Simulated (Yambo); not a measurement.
A G0W0@PBEsol run in Yambo for K₂NaRhF₆ (space group Fm-3m, No. 225) (2×2×2 Γ-centred k mesh, bands 6 to 299 and a 8 Ry block in the screening, 299 bands in G with the Bruneval-Gonze terminator, plasmon pole fitted at 27.2 eV) gives these matrix elements, in eV, at the band edges (X → X):

| state | E0 | <Vxc> | <Σx> | <Σc(E0)> | Z |
|---|---|---|---|---|---|
| valence edge | 0.000 | -23.220 | -29.662 | 4.443 | 0.804 |
| conduction edge | 1.738 | -22.540 | -16.577 | -3.251 | 0.816 |

Problem. Solve the linearised quasiparticle equation for both states, give the gap, and say how exchange and correlation each act on it.

Solution. E = E0 + Z(Σx + Σc − Vxc). Valence: 0.000 + 0.804 × (-29.662 + (4.443) − (-23.220)) = -1.61 eV. Conduction: 1.738 + 0.816 × (-16.577 + (-3.251) − (-22.540)) = 3.95 eV. The gap is 5.56 eV, against 1.74 eV in PBEsol. Replacing Vxc by bare exchange alone would open it by 12.40 eV; correlation takes back 7.69 eV of that, and Z scales what is left. Nearest settings tried, and what they do to the gap: 119 bands in G: +35 meV; 119 bands in W, 119 bands in G: +111 meV; 7 Ry block (339 vectors against 459): -21 meV. Not varied: mesh. So the settings aren't converged at that level. The k mesh is coarse. Spin-orbit splittings are left out.

Geometry of the Materials Project entry, not relaxed at this level; primitive cell a = 6.024 Å, b = 6.024 Å, c = 6.024 Å, α = 60.00°, β = 60.00°, γ = 60.00°.
